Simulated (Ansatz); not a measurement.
Put ScSbSe₃ in P-6m2 (No. 187): Sc on 1b; Sb on 1d; Se on 2i and 1a.

The calculation used DFT PBE, scalar-relativistic, plane waves, PAW (Ansatz 0.2.0). Cutoff 420 eV, Γ-centred mesh, Gaussian smearing, no spin polarisation.

Formation energies are uncorrected and refer to the elements' standard structures at the same level.

Question: Predict the relaxed structure.

Answer:

Space group P-6m2 (No. 187). a = 5.216 Å, b = 5.216 Å, c = 5.341 Å, α = 90.00°, β = 90.00°, γ = 120.00°
```json
{"atom": "Sc", "site": "1b", "symmetry": "-6m2", "x": "0.0000", "y": "0.0000", "z": "0.5000"}
{"atom": "Sb", "site": "1d", "symmetry": "-6m2", "x": "0.3333", "y": "0.6667", "z": "0.5000"}
{"atom": "Se", "site": "2i", "symmetry": "3m.", "x": "0.6667", "y": "0.3333", "z": "0.2705"}
{"atom": "Se", "site": "1a", "symmetry": "-6m2", "x": "0.0000", "y": "0.0000", "z": "0.0000"}
```

Sc has 2 Se at 2.67 Å, 3 Sb at 3.01 Å and 6 Se at 3.25 Å; around Sb lie 3 Sc at 3.01 Å and 6 Se at 3.25 Å; Se on a site of symmetry 3m has 1 Se at 2.45 Å, 1 Se at 2.89 Å, 3 Sc at 3.25 Å and 3 Sb at 3.25 Å; around Se on a site of symmetry -6m2 lie 2 Sc at 2.67 Å. Another local minimum with the same sites may exist.

Question: Where does its energy lie, and is it a metal?

Answer: The energy over the elements is −0.18 eV/atom and the gap on the 12×12×8 mesh of the 5-atom cell is 0 eV (a metal).

The last run used Gaussian smearing of 0.10 eV. Spin–orbit coupling, which can matter for Sb, is left out. The reference form of Se is held partly by dispersion forces, which this level lacks. Symmetry constrained the relaxation, so the result can be a saddle point. Another cell of ScSbSe3 relaxed alike, in P4mm, lies 0.37 eV/atom lower, so this cell isn't the stable form at this level.
